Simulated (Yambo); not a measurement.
Yambo run on Ga2O3 (corundum, space group R-3c, No. 167). The wavefunctions are PBE (stringent potentials; Quantum ESPRESSO, PseudoDojo norm-conserving, 114 Ry, without SOC) ones on a 4×4×4 mesh (60 occupied bands); a = b = c = 5.3303 Å, α = β = γ = 55.93°.

Yambo input:

```
rim_cut
gw0
dyson
el_el_corr
HF_and_locXC
cohsex
em1s
RandQpts= 1000000
RandGvec= 1 Ry
EXXRLvcs= 114 Ry
VXCRLvcs= 456 Ry
Chimod= "HARTREE"
% BndsRnXs
 17 | 237 |
%
NGsBlkXs= 10 Ry
% LongDrXs
 1.0 | 1.0 | 1.0 |
%
ExtendOut
% QPkrange
 1 | 1 | 60 | 61 |
 2 | 2 | 60 | 60 |
%
```

k points by index: 1 = Γ, 2 = (0, 0, 0.25).

Resulting energies as the program prints them:

```
#    K-point    Band    Eo [eV]    E [eV]    E-Eo [eV]    Vxc [eV]    Vnlxc [eV]    Sc|Eo [eV]    Re(Z)    Im(Z)
#
    1    60    -0.209817    -3.194157    -2.984340    -20.67511    -26.02604    2.366590    1.000000    0.000000
    1    61    2.861487    2.453773    -0.407714    -16.15397    -12.00367    -4.558017    1.000000    0.000000
    2    60    0.000000    -2.960169    -2.960169    -21.05765    -26.48026    2.462444    1.000000    0.000000
```
(The two width columns are left out.) Convergence of these settings isn't established.

Geometry relaxed with PBEsol.

This is not the ordinary phase of the substance.
